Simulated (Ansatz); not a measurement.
An Ansatz (an electronic-structure program) run. Input:

Ansatz 0.2 input:
```yaml
crystal:
  lattice:
    - [-1.6544597339, 1.6544597339, 1.6544597339]
    - [1.6544597339, -1.6544597339, 1.6544597339]
    - [1.6544597339, 1.6544597339, -1.6544597339]
  atoms:
    - { symbol: Nb, position: [0.0, 0.0, 0.0] }
kpoints:
  mp_grid: { grid: [36, 36, 36] }
hamiltonian:
  xc: pbe
  pseudopotentials: { kind: paw }
scf:
  occupations: { method: fermi_dirac, width: 0.1 }
elastic: { mode: relaxed_ion, stencil: two_point, amplitude: 0.005, f_tol: 0.0005 }
```

Output (shortened):

```
Pseudopotential: Nb, paw, valence charge 13
Functional definition: PBE
Crystal: 1 atoms, lattice volume = 18.115 Å³
Basis set: ecut = 420 eV, 369 PW (Γ), exchange–correlation on 40×40×40 points (8 copies of the dense FFT grid, shifted against one another)
Bands: 11, of which v1, the nominal top of the filled ones, is band 7 counted from 1 (6 counted from 0)
Symmetry: 48 space group operations
Space group: Im-3m (ITA 229), of the structure as read, at distance tolerance 2.6e-5 Å
k-points: 1240 of 46656
SCF iter   1: F=—  HF=-4552.308753 eV  |F-HF|=—  |Δ(HF+E_count)|=         —  Δρ=3.48e-3  dr2=1.68e-3  ethr=1.77e-3  ⟨swp⟩=5.0  Hψ=78728  notcnv=0
preconditioner: auto → none
SCF iter   2: F=—  HF=-4552.308472 eV  |F-HF|=—  |Δ(HF+E_count)|=   2.81e-4  Δρ=1.40e-3  dr2=1.68e-4  ethr=1.29e-5  ⟨swp⟩=2.3  Hψ=29009  notcnv=0
SCF iter   3: F=—  HF=-4552.308487 eV  |F-HF|=—  |Δ(HF+E_count)|=   1.47e-5  Δρ=4.34e-4  dr2=1.74e-5  ethr=1.29e-6  ⟨swp⟩=1.0  Hψ=13603  notcnv=0
SCF iter   4: F=—  HF=-4552.308489 eV  |F-HF|=—  |Δ(HF+E_count)|=   2.30e-6  Δρ=3.02e-5  dr2=4.15e-8  ethr=1.34e-7  ⟨swp⟩=1.0  Hψ=13613  notcnv=0
SCF iter   5: F=—  HF=-4552.308489 eV  |F-HF|=—  |Δ(HF+E_count)|=   3.16e-7  Δρ=2.70e-6  dr2=4.38e-10  ethr=3.19e-10  ⟨swp⟩=2.1  Hψ=21822  notcnv=0
SCF iter   6: F=—  HF=-4552.308489 eV  |F-HF|=—  |Δ(HF+E_count)|=  5.46e-11  Δρ=5.79e-7  dr2=1.28e-11  ethr=3.37e-12  ⟨swp⟩=2.1  Hψ=21785  notcnv=0
SCF iter   7: F=-4552.308489 eV  HF=-4552.308489 eV  |F-HF|=9.09e-13  |Δ(HF+E_count)|=  9.09e-12  Δρ=3.16e-8  dr2=3.83e-14  ethr=1.00e-12  ⟨swp⟩=3.1  Hψ=52119  notcnv=0
SCF 1 converged in 7 iterations: F = -4552.308489 eV  dr2 = 3.83e-14
Crystal: 1 atoms, lattice volume = 18.024 Å³
Symmetry: 16 space group operations
k-points: 3349 of 46656
iter 1 solved again at ethr=2.82e-7 eV; its pass at ethr=3.10e-3 eV (dr2=3.67e-5 eV) is discarded
SCF iter   1: F=—  HF=-4552.307918 eV  |F-HF|=—  |Δ(HF+E_count)|=         —  Δρ=5.03e-4  dr2=1.80e-5  ethr=2.82e-7  ⟨swp⟩=2.7  Hψ=274184  notcnv=0  defer=57
preconditioner: auto → none
SCF iter   2: F=—  HF=-4552.307919 eV  |F-HF|=—  |Δ(HF+E_count)|=   1.27e-6  Δρ=2.46e-4  dr2=4.10e-6  ethr=1.38e-7  ⟨swp⟩=1.0  Hψ=36750  notcnv=0  defer=57
SCF iter   3: F=—  HF=-4552.307920 eV  |F-HF|=—  |Δ(HF+E_count)|=   8.01e-7  Δρ=2.08e-5  dr2=6.00e-8  ethr=3.15e-8  ⟨swp⟩=1.0  Hψ=36750  notcnv=0  defer=57
SCF iter   4: F=—  HF=-4552.307920 eV  |F-HF|=—  |Δ(HF+E_count)|=   8.08e-8  Δρ=3.31e-6  dr2=6.85e-10  ethr=4.61e-10  ⟨swp⟩=2.0  Hψ=55110  notcnv=0  defer=57
SCF iter   5: F=—  HF=-4552.307920 eV  |F-HF|=—  |Δ(HF+E_count)|=  1.31e-10  Δρ=8.41e-7  dr2=2.79e-11  ethr=5.27e-12  ⟨swp⟩=2.2  Hψ=58116  notcnv=0  defer=57
SCF iter   6: F=-4552.307920 eV  HF=-4552.307920 eV  |F-HF|=9.09e-13  |Δ(HF+E_count)|=  2.00e-11  Δρ=4.36e-8  dr2=7.80e-14  ethr=1.00e-12  ⟨swp⟩=3.0  Hψ=148931  notcnv=0
SCF 2 converged in 6 iterations: F = -4552.307920 eV  dr2 = 7.80e-14
Crystal: 1 atoms, lattice volume = 18.205 Å³
iter 1 solved again at ethr=2.08e-10 eV; its pass at ethr=3.10e-3 eV (dr2=2.70e-8 eV) is discarded
SCF iter   1: F=—  HF=-4552.308365 eV  |F-HF|=—  |Δ(HF+E_count)|=         —  Δρ=3.63e-5  dr2=2.71e-8  ethr=2.08e-10  ⟨swp⟩=2.4  Hψ=256924  notcnv=0  defer=37
preconditioner: auto → none
SCF iter   2: F=—  HF=-4552.308365 eV  |F-HF|=—  |Δ(HF+E_count)|=   1.05e-7  Δρ=1.77e-5  dr2=3.58e-9  ethr=2.08e-10  ⟨swp⟩=2.7  Hψ=53314  notcnv=0  defer=37
SCF iter   3: F=—  HF=-4552.308365 eV  |F-HF|=—  |Δ(HF+E_count)|=   9.70e-8  Δρ=4.15e-6  dr2=2.07e-10  ethr=2.75e-11  ⟨swp⟩=1.0  Hψ=36750  notcnv=0  defer=37
SCF iter   4: F=—  HF=-4552.308365 eV  |F-HF|=—  |Δ(HF+E_count)|=   5.74e-9  Δρ=3.62e-7  dr2=2.02e-12  ethr=1.59e-12  ⟨swp⟩=2.2  Hψ=50833  notcnv=0  defer=37
SCF iter   5: F=-4552.308365 eV  HF=-4552.308365 eV  |F-HF|=1.82e-12  |Δ(HF+E_count)|=  3.82e-11  Δρ=2.80e-8  dr2=4.71e-14  ethr=1.00e-12  ⟨swp⟩=4.1  Hψ=117821  notcnv=0
SCF 3 converged in 5 iterations: F = -4552.308365 eV  dr2 = 4.71e-14
Crystal: 1 atoms, lattice volume = 18.114 Å³
Symmetry: 8 space group operations
k-points: 6346 of 46656
iter 1 solved again at ethr=1.49e-7 eV; its pass at ethr=3.10e-3 eV (dr2=1.93e-5 eV) is discarded
SCF iter   1: F=—  HF=-4552.308476 eV  |F-HF|=—  |Δ(HF+E_count)|=         —  Δρ=5.94e-4  dr2=3.81e-5  ethr=1.49e-7  ⟨swp⟩=2.8  Hψ=512322  notcnv=0  defer=90
preconditioner: auto → none
SCF iter   2: F=—  HF=-4552.308466 eV  |F-HF|=—  |Δ(HF+E_count)|=   9.68e-6  Δρ=2.30e-4  dr2=3.49e-6  ethr=1.49e-7  ⟨swp⟩=2.1  Hψ=105768  notcnv=0  defer=90
SCF iter   3: F=—  HF=-4552.308466 eV  |F-HF|=—  |Δ(HF+E_count)|=   2.57e-8  Δρ=5.92e-5  dr2=1.94e-7  ethr=2.06e-8  ⟨swp⟩=1.0  Hψ=69662  notcnv=0  defer=90
SCF iter   4: F=—  HF=-4552.308466 eV  |F-HF|=—  |Δ(HF+E_count)|=   1.70e-8  Δρ=1.66e-6  dr2=2.28e-10  ethr=1.14e-9  ⟨swp⟩=1.0  Hψ=69662  notcnv=0  defer=90
SCF iter   5: F=—  HF=-4552.308466 eV  |F-HF|=—  |Δ(HF+E_count)|=  8.55e-11  Δρ=4.87e-7  dr2=3.82e-11  ethr=1.35e-12  ⟨swp⟩=2.0  Hψ=112634  notcnv=0  defer=90
SCF iter   6: F=—  HF=-4552.308466 eV  |F-HF|=—  |Δ(HF+E_count)|=  1.64e-11  Δρ=1.12e-7  dr2=5.44e-13  ethr=2.25e-13 (applied; sched 1.00e-12)  ⟨swp⟩=2.0  Hψ=102605  notcnv=0  defer=143
SCF iter   7: F=-4552.308466 eV  HF=-4552.308466 eV  |F-HF|=9.09e-13  |Δ(HF+E_count)|=  2.73e-12  Δρ=1.52e-8  dr2=2.25e-14  ethr=1.00e-12  ⟨swp⟩=4.0  Hψ=221128  notcnv=0
SCF 4 converged in 7 iterations: F = -4552.308466 eV  dr2 = 2.25e-14
Crystal: 1 atoms, lattice volume = 18.114 Å³
iter 1 solved again at ethr=2.11e-10 eV; its pass at ethr=3.10e-3 eV (dr2=2.74e-8 eV) is discarded
SCF iter   1: F=—  HF=-4552.308466 eV  |F-HF|=—  |Δ(HF+E_count)|=         —  Δρ=2.56e-5  dr2=2.68e-8  ethr=2.11e-10  ⟨swp⟩=2.2  Hψ=476291  notcnv=0  defer=39
preconditioner: auto → none
SCF iter   2: F=—  HF=-4552.308466 eV  |F-HF|=—  |Δ(HF+E_count)|=   2.58e-7  Δρ=1.23e-5  dr2=3.61e-9  ethr=2.06e-10  ⟨swp⟩=2.1  Hψ=88534  notcnv=0  defer=39
SCF iter   3: F=—  HF=-4552.308466 eV  |F-HF|=—  |Δ(HF+E_count)|=   4.22e-8  Δρ=2.74e-6  dr2=1.97e-10  ethr=2.78e-11  ⟨swp⟩=1.0  Hψ=70399  notcnv=0  defer=39
SCF iter   4: F=—  HF=-4552.308466 eV  |F-HF|=—  |Δ(HF+E_count)|=   2.19e-9  Δρ=3.74e-7  dr2=2.68e-12  ethr=1.52e-12  ⟨swp⟩=2.7  Hψ=102355  notcnv=0  defer=39
SCF iter   5: F=-4552.308466 eV  HF=-4552.308466 eV  |F-HF|=9.09e-13  |Δ(HF+E_count)|=  4.18e-11  Δρ=3.96e-8  dr2=6.24e-14  ethr=1.00e-12  ⟨swp⟩=2.7  Hψ=256354  notcnv=0
SCF 5 converged in 5 iterations: F = -4552.308466 eV  dr2 = 6.24e-14
SCF converged after 7 iterations
Free energy (F): -4552.308489 eV
Harris-Foulkes:  -4552.308489 eV  (|F-HF|=9.09e-13)
Internal energy: -4552.259794 eV  (E = F + TS)
E sigma→0 (E₀):  -4552.284142 eV
Entropy (-TS):   -0.048695 eV (-48.695 meV/atom)
Fermi energy:    17.678765 eV
--- Per-component energies (eV) ---
  E_band       = -68.843248
  E_kinetic    = 395.055311
  E_local      = -696.788012  (includes V_loc(G=0)·N_el)
  E_nonlocal   = 119.910978
  E_hartree    = 216.903857
  E_xc         = -175.685555
  E_vxc        = -213.146701  (∫ρ·V_xc dr)
  E_paw        = -3073.421863  (= ΣΔE_a)
  E_vpaw       = -107.682543  (= ΣTr[D̂ρ^β])
  E_aug_tail   = 0.000006  (compensation charges beyond the density's cutoff)
  E_ewald      = -1338.234515
  E_smearing   = -0.048695  (= −TS)
  E_closure    = 0.000000  (closes the sum)
  Σ components = -4552.308489   (vs F -4552.308489, Δ=0.00e0)
  [band-id]    e_kinetic+e_local+e_nonlocal+2·e_hartree+e_vxc+e_vpaw+e_augmentation_tail = -68.843248   (vs E_band -68.843248, Δ=-5.50e-7)
--- Forces (eV/Å), atoms counted from 1 ---
  atom   1  Nb     0.00000000     0.00000000     0.00000000
  max |Σ_I F_I| component: 0.0 eV/Å
--- Stress (GPa, compression-positive) ---
        0.389193       0.000000       0.000000
        0.000000       0.389193       0.000000
        0.000000       0.000000       0.389193
  P = ⅓ Tr σ = 0.3892 GPa (3.892 kbar)
--- Band table (eV; the first three rows and the last of 1240) ---
  k-point 0: bands = ["-36.6805", "-12.0050", "-12.0050", "-12.0050", "11.7613", "18.0273", "18.0273", "18.0273", "20.9178", "20.9178", "31.7801"]
  k-point 1: bands = ["-36.6787", "-12.0160", "-12.0083", "-12.0051", "11.7933", "18.0074", "18.0233", "18.0577", "20.8851", "20.9177", "31.8071"]
  k-point 2: bands = ["-36.6734", "-12.0485", "-12.0182", "-12.0054", "11.8883", "17.9487", "18.0095", "18.1486", "20.7948", "20.9179", "31.8851"]
  k-point 1239: bands = ["-36.2701", "-12.9190", "-12.9190", "-12.9190", "13.9692", "13.9692", "23.2280", "23.2280", "23.2280", "26.6813", "26.6813"]
--- Elastic constants: 2 strain directions × 2 members + reference (group order 48) ---
  dense FFT box of the reference and of every strained cell: 20×20×20
  strains applied: 11, 23; error gains: componentwise 1.00 (the most a stress slope's error grows in a printed constant), spectral 1.73 (1 for all six strains …
  C = ∂σ_k/∂η_j (tension-positive GPa; Voigt order 11 22 33 23 13 12):
       245.211    133.308    133.308      0.000      0.000      0.000
       133.308    245.211    133.308      0.000      0.000      0.000
       133.308    133.308    245.211      0.000      0.000      0.000
         0.000      0.000      0.000     16.300      0.000      0.000
         0.000      0.000      0.000      0.000     16.300      0.000
         0.000      0.000      0.000      0.000      0.000     16.300
  reference stress σ⁰ (GPa):     -0.389     -0.389     -0.389      0.000      0.000      0.000
  C* (energy form; C + prestress term) asymmetry max|C*_kj − C*_jk| = 5.684e-14 GPa — a small one proves nothing (zero by symmetry where the batch's group is …
  moduli (Voigt/Reuss/Hill, GPa): K = 170.61/170.61/170.61   G = 32.16/22.75/27.45   E = 78.17   ν = 0.424
  mechanically stable: yes (min eigenvalue of sym C = 16.30 GPa)
  where every solve meets its electron count the energy-path curvature estimates C_jj along a normal strain and C_jj − ¼(σ⁰_aa + σ⁰_bb) along a shear (ab), of …
  strain η (Voigt 11):  stress-route row diagonal C_11 = 245.21 GPa, energy-path curvature d²(F+E_count+ΔE)/dδ²/Ω₀ = 245.23 GPa
         δ    σ_11 (GPa)             F (eV)   n_scf  n_hpsi   n_pw
    -5.000e-3      -1.6286       -4552.3079200       6  653007    370   relax 0 steps, max|allowed force component| 0.00e0 eV/Å
     5.000e-3       0.8235       -4552.3083653       5  558848    370   relax 0 steps, max|allowed force component| 0.00e0 eV/Å
  strain η (Voigt 23):  stress-route row diagonal C_44 = 16.30 GPa, energy-path curvature d²(F+E_count+ΔE)/dδ²/Ω₀ = 16.50 GPa
         δ    σ_23 (GPa)             F (eV)   n_scf  n_hpsi   n_pw
    -5.000e-3      -0.0815       -4552.3084661       7  1275437    370   relax 0 steps, max|allowed force component| 0.00e0 eV/Å
     5.000e-3       0.0815       -4552.3084661       5  1075571    370   relax 0 steps, max|allowed force component| 0.00e0 eV/Å
```

Cost: around 5 core-minutes (rough) on shared cores.

The PBE relaxation kept the symmetry of its start. No spin polarisation was allowed. As this level gives no gap, shear constants depend on the k-mesh and smearing (Fermi–Dirac, 0.1 eV here). On the denser mesh and wider smearing of the elastic run this cell carries a stress of 0.4 GPa. Scalar-relativistic: spin–orbit coupling is off unless named, which matters more the heavier the elements.

Potentials: the later of the program's two PAW sets.

Ansatz is a plane-wave DFT program.
